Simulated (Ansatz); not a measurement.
## Eigenvalues along a path: TaBe$_{2}$ (C15 type)

```
CELL_PARAMETERS angstrom
0.00000 3.23550 3.23550
3.23550 0.00000 3.23550
3.23550 3.23550 0.00000
ATOMIC_POSITIONS crystal
Ta 0.12500 0.12500 0.12500
Ta 0.87500 0.87500 0.87500
Be 0.50000 0.50000 0.50000
Be 0.50000 0.50000 0.00000
Be 0.50000 0.00000 0.50000
Be 0.00000 0.50000 0.50000
```

The cell comes from a relaxation on PAW files under the same functional, begun from a prototype that needn't be the stable phase.

All numbers are PBEsol results (scalar-relativistic) from Ansatz 0.2.0, with a Γ-centred 9×9×9 k mesh, Fermi–Dirac smearing of 0.05 eV, no spin polarisation. Methods: LAPW: all electrons, basis error target 1 meV/atom.

Spin–orbit coupling is left out, which matters for the heavy atoms.

Path points, in fractions of the reciprocal vectors: Γ (0.000, 0.000, 0.000), X (0.500, 0.000, 0.500), U (0.625, 0.250, 0.625), K (0.375, 0.375, 0.750), L (0.500, 0.500, 0.500), W (0.500, 0.250, 0.750). The distance column jumps between branches of the path. Levels in eV from the Fermi level; bands 29 to 60, counted from the lowest band of the run. The gap is zero, the pressure -0.09 GPa.

```
# k(1/Å) point b29 b30 b31 b32 b33 b34 b35 b36 b37 b38 b39 b40 b41 b42 b43 b44 b45 b46 b47 b48 b49 b50 b51 b52 b53 b54 b55 b56 b57 b58 b59 b60
0.000 Γ -18.63 -18.63 -18.63 -18.63 -18.63 -18.63 -18.63 -18.61 -18.61 -18.61 -18.59 -18.59 -18.59 -18.56 -8.97 -2.87 -2.87 -2.43 -2.14 -2.14 -2.14 -1.27 -1.27 -1.27 4.13 4.75 4.75 6.48 6.48 6.48 8.40 8.40
0.139 - -18.63 -18.63 -18.63 -18.63 -18.63 -18.63 -18.63 -18.61 -18.61 -18.61 -18.59 -18.59 -18.59 -18.56 -8.89 -3.04 -2.80 -2.58 -2.33 -2.14 -2.14 -1.22 -1.22 -0.89 4.34 4.59 4.84 6.35 6.35 6.50 7.57 7.57
0.277 - -18.63 -18.63 -18.63 -18.63 -18.63 -18.62 -18.62 -18.61 -18.61 -18.61 -18.59 -18.59 -18.59 -18.56 -8.65 -3.63 -2.77 -2.61 -2.46 -2.13 -2.13 -1.08 -1.08 -0.32 4.13 4.48 5.46 5.78 5.78 6.09 7.11 7.11
0.416 - -18.64 -18.64 -18.63 -18.63 -18.62 -18.62 -18.62 -18.61 -18.61 -18.60 -18.59 -18.59 -18.59 -18.57 -8.26 -4.23 -3.29 -2.30 -2.26 -2.11 -2.11 -0.87 -0.87 0.06 3.45 4.40 4.89 4.89 5.24 6.35 7.11 7.11
0.555 - -18.64 -18.64 -18.63 -18.63 -18.62 -18.62 -18.62 -18.61 -18.61 -18.60 -18.60 -18.59 -18.59 -18.57 -7.73 -4.74 -3.75 -2.23 -2.07 -2.07 -1.87 -0.61 -0.61 0.25 2.64 4.02 4.02 4.17 4.78 6.48 7.28 7.28
0.694 - -18.63 -18.63 -18.63 -18.63 -18.62 -18.62 -18.62 -18.61 -18.61 -18.60 -18.60 -18.59 -18.59 -18.57 -7.10 -5.15 -4.07 -2.63 -2.03 -2.03 -1.32 -0.32 -0.32 0.63 1.77 3.27 3.27 3.73 4.71 5.97 7.55 7.55
0.832 - -18.63 -18.63 -18.63 -18.63 -18.63 -18.63 -18.61 -18.61 -18.61 -18.60 -18.59 -18.59 -18.59 -18.58 -6.45 -5.51 -4.16 -3.30 -2.00 -2.00 -0.66 -0.07 -0.07 0.90 1.31 2.74 2.74 3.03 4.85 5.46 7.84 7.84
0.971 X -18.63 -18.63 -18.63 -18.63 -18.63 -18.63 -18.61 -18.61 -18.60 -18.60 -18.59 -18.59 -18.58 -18.58 -5.90 -5.90 -3.90 -3.90 -1.98 -1.98 0.04 0.04 0.08 0.08 2.16 2.16 2.53 2.53 5.10 5.10 7.97 7.97
1.020 - -18.63 -18.63 -18.63 -18.63 -18.63 -18.63 -18.61 -18.61 -18.60 -18.60 -18.59 -18.59 -18.59 -18.58 -5.90 -5.89 -3.93 -3.88 -2.00 -1.95 0.01 0.04 0.06 0.15 2.01 2.18 2.56 2.65 5.10 5.10 7.97 7.98
1.069 - -18.63 -18.63 -18.63 -18.63 -18.63 -18.62 -18.61 -18.61 -18.60 -18.60 -18.59 -18.59 -18.59 -18.58 -5.89 -5.88 -4.03 -3.84 -2.06 -1.85 -0.02 -0.01 0.04 0.27 1.73 2.22 2.66 2.79 5.11 5.12 7.99 8.00
1.118 - -18.63 -18.63 -18.63 -18.63 -18.63 -18.62 -18.61 -18.61 -18.60 -18.60 -18.60 -18.59 -18.59 -18.58 -5.88 -5.85 -4.18 -3.77 -2.14 -1.70 -0.12 -0.04 0.04 0.43 1.43 2.30 2.80 2.85 5.15 5.16 8.01 8.02
1.167 - -18.63 -18.63 -18.63 -18.63 -18.63 -18.62 -18.61 -18.61 -18.61 -18.60 -18.60 -18.59 -18.59 -18.58 -5.86 -5.81 -4.36 -3.68 -2.24 -1.52 -0.25 -0.06 0.05 0.63 1.13 2.39 2.80 2.98 5.19 5.29 8.03 8.05
1.216 - -18.63 -18.63 -18.63 -18.63 -18.63 -18.62 -18.61 -18.61 -18.61 -18.60 -18.60 -18.59 -18.59 -18.58 -5.85 -5.76 -4.55 -3.56 -2.34 -1.33 -0.39 -0.07 0.06 0.84 0.86 2.49 2.64 3.18 5.25 5.49 8.01 8.11
1.265 - -18.63 -18.63 -18.63 -18.63 -18.63 -18.62 -18.61 -18.61 -18.61 -18.60 -18.60 -18.59 -18.59 -18.58 -5.85 -5.70 -4.73 -3.41 -2.45 -1.12 -0.54 -0.08 0.09 0.55 1.12 2.41 2.60 3.39 5.32 5.71 7.97 8.18
1.314 U -18.63 -18.63 -18.63 -18.63 -18.63 -18.62 -18.61 -18.61 -18.61 -18.60 -18.60 -18.59 -18.59 -18.58 -5.88 -5.63 -4.89 -3.25 -2.56 -0.93 -0.69 -0.09 0.15 0.28 1.40 2.13 2.71 3.61 5.40 5.93 7.91 8.27
1.909 K -18.63 -18.63 -18.63 -18.63 -18.63 -18.62 -18.61 -18.61 -18.61 -18.60 -18.60 -18.59 -18.59 -18.58 -5.88 -5.63 -4.89 -3.25 -2.56 -0.93 -0.69 -0.09 0.15 0.28 1.40 2.13 2.71 3.61 5.40 5.93 7.91 8.27
2.056 - -18.63 -18.63 -18.63 -18.63 -18.63 -18.61 -18.61 -18.61 -18.61 -18.61 -18.60 -18.59 -18.59 -18.58 -6.28 -5.35 -4.97 -2.84 -2.67 -1.11 -0.55 -0.43 -0.16 0.60 1.22 2.33 3.02 4.19 5.70 6.05 8.05 8.66
2.203 - -18.64 -18.63 -18.63 -18.63 -18.63 -18.61 -18.61 -18.61 -18.61 -18.60 -18.59 -18.59 -18.59 -18.57 -6.95 -4.99 -4.65 -3.03 -2.15 -1.46 -0.95 -0.52 -0.27 0.46 1.46 3.34 3.38 4.56 5.32 5.93 7.95 8.62
2.350 - -18.64 -18.63 -18.63 -18.63 -18.63 -18.62 -18.62 -18.61 -18.61 -18.60 -18.60 -18.59 -18.59 -18.57 -7.61 -4.54 -4.15 -3.11 -2.06 -1.73 -1.29 -0.67 -0.44 0.21 2.49 3.77 4.51 4.59 4.73 6.01 7.35 8.65
2.497 - -18.64 -18.63 -18.63 -18.63 -18.63 -18.62 -18.62 -18.61 -18.61 -18.60 -18.59 -18.59 -18.59 -18.57 -8.18 -4.02 -3.54 -3.10 -2.28 -1.92 -1.68 -0.88 -0.68 0.20 3.46 4.40 4.49 4.76 5.69 5.94 6.92 7.76
2.644 - -18.63 -18.63 -18.63 -18.63 -18.63 -18.62 -18.62 -18.61 -18.61 -18.61 -18.59 -18.59 -18.59 -18.56 -8.61 -3.44 -3.02 -2.90 -2.53 -2.05 -1.97 -1.08 -0.95 -0.22 4.16 4.76 4.89 5.27 5.88 6.65 6.89 7.15
2.792 - -18.63 -18.63 -18.63 -18.63 -18.63 -18.63 -18.63 -18.61 -18.61 -18.61 -18.59 -18.59 -18.59 -18.56 -8.88 -2.92 -2.92 -2.66 -2.37 -2.12 -2.11 -1.22 -1.18 -0.87 4.37 4.65 4.75 6.26 6.34 6.52 7.49 7.52
2.939 Γ -18.63 -18.63 -18.63 -18.63 -18.63 -18.63 -18.63 -18.61 -18.61 -18.61 -18.59 -18.59 -18.59 -18.56 -8.97 -2.87 -2.87 -2.43 -2.14 -2.14 -2.14 -1.27 -1.27 -1.27 4.13 4.75 4.75 6.48 6.48 6.48 8.40 8.40
3.059 - -18.63 -18.63 -18.63 -18.63 -18.63 -18.63 -18.63 -18.61 -18.61 -18.61 -18.59 -18.59 -18.59 -18.56 -8.91 -2.88 -2.88 -2.67 -2.28 -2.13 -2.13 -1.22 -1.22 -0.99 4.31 4.71 4.71 6.31 6.47 6.47 7.57 7.89
3.179 - -18.63 -18.63 -18.63 -18.63 -18.63 -18.62 -18.62 -18.61 -18.61 -18.61 -18.59 -18.59 -18.59 -18.56 -8.73 -3.17 -2.91 -2.91 -2.52 -2.07 -2.07 -1.07 -1.07 -0.45 4.59 4.59 4.70 5.52 6.42 6.42 7.19 7.19
3.299 - -18.63 -18.63 -18.63 -18.63 -18.63 -18.62 -18.62 -18.61 -18.61 -18.61 -18.59 -18.59 -18.59 -18.57 -8.44 -3.78 -2.96 -2.96 -2.72 -1.96 -1.96 -0.88 -0.88 0.04 4.35 4.37 4.37 5.36 6.14 6.14 6.84 6.84
3.419 - -18.63 -18.63 -18.63 -18.63 -18.63 -18.62 -18.62 -18.61 -18.61 -18.60 -18.59 -18.59 -18.59 -18.57 -8.05 -4.45 -3.02 -3.02 -2.78 -1.81 -1.81 -0.66 -0.66 0.21 3.84 4.01 4.01 5.70 5.72 5.72 6.93 6.93
3.539 - -18.63 -18.63 -18.63 -18.63 -18.63 -18.62 -18.62 -18.61 -18.61 -18.60 -18.59 -18.59 -18.59 -18.57 -7.58 -5.12 -3.06 -3.06 -2.69 -1.66 -1.66 -0.44 -0.44 -0.12 3.56 3.56 3.92 5.47 5.47 5.98 7.22 7.22
3.660 - -18.63 -18.63 -18.63 -18.63 -18.63 -18.62 -18.62 -18.60 -18.60 -18.60 -18.60 -18.60 -18.59 -18.57 -7.05 -5.76 -3.09 -3.09 -2.50 -1.56 -1.56 -0.62 -0.25 -0.25 3.17 3.17 4.26 5.36 5.36 6.18 7.66 7.66
3.780 L -18.63 -18.63 -18.63 -18.63 -18.63 -18.62 -18.62 -18.60 -18.60 -18.60 -18.60 -18.60 -18.59 -18.57 -6.62 -6.23 -3.10 -3.10 -2.38 -1.52 -1.52 -0.88 -0.17 -0.17 3.02 3.02 4.44 5.33 5.33 6.27 8.12 8.12
3.878 - -18.63 -18.63 -18.63 -18.63 -18.63 -18.62 -18.62 -18.60 -18.60 -18.60 -18.60 -18.60 -18.59 -18.57 -6.57 -6.22 -3.36 -3.08 -2.10 -1.56 -1.50 -0.96 -0.17 -0.06 2.80 2.96 4.61 5.12 5.24 6.19 8.14 8.37
3.976 - -18.63 -18.63 -18.63 -18.63 -18.63 -18.62 -18.62 -18.61 -18.60 -18.60 -18.60 -18.60 -18.59 -18.57 -6.44 -6.20 -3.77 -3.03 -1.74 -1.66 -1.39 -0.99 -0.16 0.13 2.35 2.82 4.58 4.81 5.13 6.16 8.14 8.38
4.074 - -18.63 -18.63 -18.63 -18.63 -18.62 -18.62 -18.62 -18.61 -18.61 -18.60 -18.60 -18.59 -18.59 -18.58 -6.23 -6.15 -4.17 -2.98 -2.05 -1.44 -1.03 -0.86 -0.14 0.30 1.88 2.64 3.93 4.52 5.38 6.21 8.01 8.50
4.172 - -18.63 -18.63 -18.63 -18.63 -18.62 -18.62 -18.61 -18.61 -18.61 -18.60 -18.60 -18.59 -18.59 -18.58 -6.07 -5.97 -4.51 -3.08 -2.25 -1.35 -0.65 -0.59 -0.11 0.41 1.51 2.48 3.30 4.08 5.66 6.29 7.83 8.45
4.270 - -18.63 -18.63 -18.63 -18.63 -18.62 -18.62 -18.61 -18.61 -18.61 -18.60 -18.60 -18.59 -18.59 -18.58 -5.97 -5.71 -4.73 -3.43 -2.17 -1.35 -0.43 -0.29 -0.03 0.43 1.36 2.41 2.73 3.61 5.89 6.36 7.70 8.18
4.368 - -18.63 -18.63 -18.63 -18.63 -18.62 -18.62 -18.62 -18.61 -18.60 -18.60 -18.60 -18.59 -18.59 -18.58 -5.84 -5.60 -4.68 -3.90 -1.95 -1.48 -0.25 -0.13 0.06 0.35 1.49 2.22 2.52 3.16 6.11 6.37 7.65 7.90
4.466 W -18.63 -18.63 -18.63 -18.63 -18.62 -18.62 -18.62 -18.62 -18.60 -18.60 -18.60 -18.60 -18.58 -18.58 -5.69 -5.69 -4.35 -4.35 -1.70 -1.70 -0.14 -0.14 0.20 0.20 1.81 1.81 2.78 2.78 6.28 6.28 7.71 7.71
4.536 - -18.63 -18.63 -18.63 -18.63 -18.62 -18.62 -18.61 -18.61 -18.60 -18.60 -18.60 -18.60 -18.58 -18.58 -5.71 -5.71 -4.33 -4.33 -1.71 -1.71 -0.13 -0.13 0.20 0.20 1.77 1.77 2.83 2.83 6.13 6.13 7.81 7.81
4.605 - -18.63 -18.63 -18.63 -18.63 -18.62 -18.62 -18.61 -18.61 -18.60 -18.60 -18.60 -18.60 -18.58 -18.58 -5.74 -5.74 -4.26 -4.26 -1.75 -1.75 -0.12 -0.12 0.23 0.23 1.70 1.70 2.93 2.93 5.81 5.81 7.97 7.97
4.674 - -18.63 -18.63 -18.63 -18.63 -18.62 -18.62 -18.61 -18.61 -18.60 -18.60 -18.60 -18.60 -18.58 -18.58 -5.78 -5.78 -4.17 -4.17 -1.80 -1.80 -0.11 -0.11 0.24 0.24 1.67 1.67 3.01 3.01 5.49 5.49 8.05 8.05
4.744 - -18.63 -18.63 -18.63 -18.63 -18.62 -18.62 -18.61 -18.61 -18.60 -18.60 -18.60 -18.60 -18.58 -18.58 -5.83 -5.83 -4.07 -4.07 -1.86 -1.86 -0.08 -0.08 0.23 0.23 1.71 1.71 3.01 3.01 5.25 5.25 8.05 8.05
4.813 - -18.63 -18.63 -18.63 -18.63 -18.62 -18.62 -18.61 -18.61 -18.60 -18.60 -18.59 -18.59 -18.58 -18.58 -5.87 -5.87 -3.98 -3.98 -1.92 -1.92 -0.05 -0.05 0.19 0.19 1.84 1.84 2.88 2.88 5.14 5.14 8.02 8.02
4.882 - -18.63 -18.63 -18.63 -18.63 -18.63 -18.63 -18.61 -18.61 -18.60 -18.60 -18.59 -18.59 -18.58 -18.58 -5.89 -5.89 -3.92 -3.92 -1.97 -1.97 0.00 0.00 0.13 0.13 2.03 2.03 2.67 2.67 5.10 5.10 7.98 7.98
4.952 X -18.63 -18.63 -18.63 -18.63 -18.63 -18.63 -18.61 -18.61 -18.60 -18.60 -18.59 -18.59 -18.58 -18.58 -5.90 -5.90 -3.90 -3.90 -1.98 -1.98 0.04 0.04 0.08 0.08 2.16 2.16 2.53 2.53 5.10 5.10 7.97 7.97
```
